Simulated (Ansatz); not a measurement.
Varying the input for Be₂Co

All trials start from this Ansatz input:

```yaml
crystal:
  lattice:
    - [0.0, 1.919492, 5.332543]
    - [1.338494, 0.0, 5.332543]
    - [1.338494, 1.919492, 0.0]
  atoms:
    - { symbol: Be, position: [0.336058, 0.336058, 0.663942] }
    - { symbol: Be, position: [0.663942, 0.663942, 0.336058] }
    - { symbol: Co, position: [0.0, 0.0, 0.0], spin: 3.0 }
basis:
  ecutwfc: 420
kpoints:
  mp_grid: { grid: [6, 6, 6] }
hamiltonian:
  xc: pbe
scf:
  occupations: { method: gaussian, width: 0.1 }
  lower_state_search: "off"
output:
  forces: true
  stress: true
  eigenvalues: true
  populations: true
magnetization:
  spin_polarized: true
```

Command:

```bash
ansatz run input.yaml --threads 1 --pin off --max-ram 1331MiB --backend cpu --events-out ev --progress --plain --runs-dir out
```

The run converges in 12 SCF iterations on 46 irreducible k-points: pressure -0.49 GPa, largest force 0.113 eV/Å, no gap, cell moment 1.05 μB.

Settings here are deliberately varied, not converged. Each trial's input is given as a difference from the reference's; energies are extrapolated to zero smearing where there is one, and pressure is positive in compression.

Trial 1:

```diff
 crystal:
   atoms:
-    - { symbol: Co, position: [0.0, 0.0, 0.0], spin: 3.0 }
+    - { symbol: Co, position: [0.0, 0.0, 0.0], spin: 1.19 }
 kpoints:
-  mp_grid: { grid: [6, 6, 6] }
+  mp_grid: { grid: [4, 4, 4] }
```

The run converges in 21 SCF iterations on 18 irreducible k-points: energy 37.5 meV per atom below the reference, pressure -1.04 GPa, largest force 0.109 eV/Å, no gap, cell moment 0.89 μB.

Trial 2:

```diff
 basis:
-  ecutwfc: 420
+  ecutwfc: 310
```

The run converges in 13 SCF iterations on 46 irreducible k-points: energy 134 meV per atom above the reference, pressure 0.29 GPa, largest force 0.139 eV/Å, no gap, cell moment 1.05 μB. It warns that the cutoff lies under the recommended one, 420 eV for these potentials.

Trial 3:

```diff
 crystal:
   atoms:
-    - { symbol: Co, position: [0.0, 0.0, 0.0], spin: 3.0 }
+    - { symbol: Co, position: [0.0, 0.0, 0.0], spin: 1.19 }
 basis:
-  ecutwfc: 420
+  ecutwfc: "15 Ry"
 scf:
+  n_extra_bands: 2.5
+  convergence: { dr2_threshold: "1e-9 eV" }
+  max_iter: 67
+accuracy: medium
```

The program refuses the input:

```text
Error: YAML parse error: error: line 19 column 18: invalid u64
```

Next try, with these keys changed back:

```diff
 scf:
-  n_extra_bands: 2.5
```

The run converges in 24 SCF iterations on 46 irreducible k-points: energy 6.31 eV per atom above the reference, pressure -17.94 GPa (unreliable at so low a cutoff), largest force 0.175 eV/Å (unreliable too), no gap, cell moment 0.69 μB. It warns that the cutoff lies under the recommended one, 420 eV for these potentials; that the SCF threshold is loose for the stress.

Trial 4:

```diff
 crystal:
   atoms:
-    - { symbol: Co, position: [0.0, 0.0, 0.0], spin: 3.0 }
+    - { symbol: Co, position: [0.0, 0.0, 0.0], spin: 1.19 }
 scf:
-  occupations: { method: gaussian, width: 0.1 }
+  occupations: { method: fermi_dirac, width: "600 K" }
+  convergence: { dr2_threshold: "1e-5 eV" }
```

The run converges in 13 SCF iterations on 46 irreducible k-points: energy 0.01 meV per atom below the reference, pressure -0.47 GPa, largest force 0.108 eV/Å, no gap, cell moment 1.04 μB. It warns that the SCF threshold is loose for the forces; that the SCF threshold is loose for the stress.

Trial 5:

```diff
 crystal:
   atoms:
-    - { symbol: Co, position: [0.0, 0.0, 0.0], spin: 3.0 }
+    - { symbol: Co, position: [0.0, 0.0, 0.0], spin: 1.19 }
 scf:
-  occupations: { method: gaussian, width: 0.1 }
+  occupations: { method: gaussian, width: 0.002 }
```

The run converges in 16 SCF iterations on 46 irreducible k-points: energy 0.10 meV per atom above the reference, pressure -0.56 GPa, largest force 0.110 eV/Å, no gap, cell moment 1.06 μB.

Trial 6:

```diff
 crystal:
   atoms:
-    - { symbol: Co, position: [0.0, 0.0, 0.0], spin: 3.0 }
+    - { symbol: Co, position: [0.0, 0.0, 0.0], spin: 1.19 }
 kpoints:
-  mp_grid: { grid: [6, 6, 6] }
+  mp_grid: { grid: [2, 5, 3] }
+  band_path: { path: [[0, 0, 0], [0.5, 0, 0], [0.5, 0.5, 0.5]], npoints: 8 }
 hamiltonian:
-  xc: pbe
+  xc: lda
+  dispersion: ts
 scf:
+  convergence: { dr2_threshold: "1e-8 eV" }
+  max_iter: 55
```

The program refuses the input:

```text
Error: YAML parse error: error: line 17 column 15: hamiltonian.dispersion: `ts` is not `none`, `rvv10`, `d3bj`, `d3bjatm`, `d4` or a map `{method: …, s8: …, a1: …, a2_bohr: …}` (numbers without units, a2 in bohr) or `{method: …, functional: …}`
```

Next try, with these keys changed back:

```diff
 hamiltonian:
-  dispersion: ts
```

The run converges in 15 SCF iterations on 16 irreducible k-points: pressure -8.81 GPa, largest force 0.333 eV/Å, no gap, cell moment 1.27 μB. It warns that the SCF threshold is loose for the stress; that the mesh lowers the symmetry.

Trial 7 (volume scaled):

```diff
 crystal:
   lattice:
-    - [0.0, 1.919492, 5.332543]
-    - [1.338494, 0.0, 5.332543]
-    - [1.338494, 1.919492, 0.0]
+    - [0.0, 1.9509646757, 5.4199772778]
+    - [1.3604404252, 0.0, 5.4199772778]
+    - [1.3604404252, 1.9509646757, 0.0]
   atoms:
-    - { symbol: Co, position: [0.0, 0.0, 0.0], spin: 3.0 }
+    - { symbol: Co, position: [0.0, 0.0, 0.0], spin: 1.19 }
 kpoints:
-  mp_grid: { grid: [6, 6, 6] }
+  mp_grid: { kspacing: 1.4 }
 scf:
+  n_extra_bands: 30
+  convergence: { dr2_threshold: "1e-7 eV" }
 output:
+  dos: { projected: true }
```

The run converges in 20 SCF iterations on 8 irreducible k-points: energy 91.7 meV per atom above the reference, pressure -4.85 GPa, largest force 0.118 eV/Å, no gap, cell moment 1.38 μB. It warns that the SCF threshold is loose for the stress.

Trial 8:

```diff
 crystal:
   atoms:
-    - { symbol: Co, position: [0.0, 0.0, 0.0], spin: 3.0 }
+    - { symbol: Co, position: [0.0, 0.0, 0.0], spin: 1.19 }
 basis:
-  ecutwfc: 420
+  ecutwfc: "8 Ha"
```

The run converges in 18 SCF iterations on 46 irreducible k-points: energy 4.13 eV per atom above the reference, pressure -8.32 GPa (unreliable at so low a cutoff), largest force 0.046 eV/Å (unreliable too), no gap, cell moment 1.02 μB. It warns that the cutoff lies under the recommended one, 420 eV for these potentials.